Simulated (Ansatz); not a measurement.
Method: DFT PBE, scalar-relativistic, plane waves, PAW in Ansatz 0.2.0. Settings: cutoff 420 eV, Γ-centred meshes spaced at most about 0.3 Å⁻¹, and about 0.25 Å⁻¹ or finer for metals (2π included), Gaussian smearing. Collinear spin in cells that started with moments and kept them past the coarse steps, no spin elsewhere.

Temperature and zero-point effects are left out.

Compare these two cells of CoBr4, each relaxed at this level.

A. (site moments Co 2.7; Br 0.3 (×4) μB)

Space group P-43m (No. 215). a = 6.109 Å, b = 6.109 Å, c = 6.109 Å, α = 90.00°, β = 90.00°, γ = 90.00°
```tsv
atom	site	symmetry	x	y	z
Co	1a	-43m	0.0000	0.0000	0.0000
Br	4e	.3m	0.2155	0.7845	0.7845
```

B. (site moments Co 1.8; Br 0.2 (×3), 0.6 μB)

Space group Pm-3m (No. 221). a = 4.986 Å, b = 4.986 Å, c = 4.986 Å, α = 90.00°, β = 90.00°, γ = 90.00°
```csv
atom,site,symmetry,x,y,z
Co,1b,m-3m,0.5000,0.5000,0.5000
Br,3c,4/mm.m,0.0000,0.5000,0.5000
Br,1a,m-3m,0.0000,0.0000,0.0000
```

Question: Which is lower in energy, and by how much?

Answer: A is lower, by 0.35 eV/atom. A has space group P-43m (No. 215), 45.6 Å³/atom and a gap of 0.30 eV on its mesh; B has space group Pm-3m (No. 221), 24.8 Å³/atom and no gap. Counting Br atoms around Co (those within 1.25 times the shortest such distance or 1.15 times the sum of covalent radii), A has Co 4 and B has Co 6. In A, Co has 4 Br at 2.28 Å; around Br lies 1 Co at 2.28 Å. In B, Co is surrounded by 6 Br at 2.49 Å; around Br on a site of symmetry 4/mmm lie 2 Co at 2.49 Å and 12 Br at 3.53 Å; Br on a site of symmetry m-3m is surrounded by 12 Br at 3.53 Å (long contacts). Both come from invented guesses.

Weakly bound directions are ill-defined at this level, which has no dispersion term (P-43m), and this can change margins and order among such cells. Kohn–Sham gaps at this level usually fall short of measured ones. In such compounds of Co a zero gap at this level may well be an artefact, since no Hubbard U is applied. Another magnetic order may lie lower. Cells relaxed within their symmetry can be saddle points.
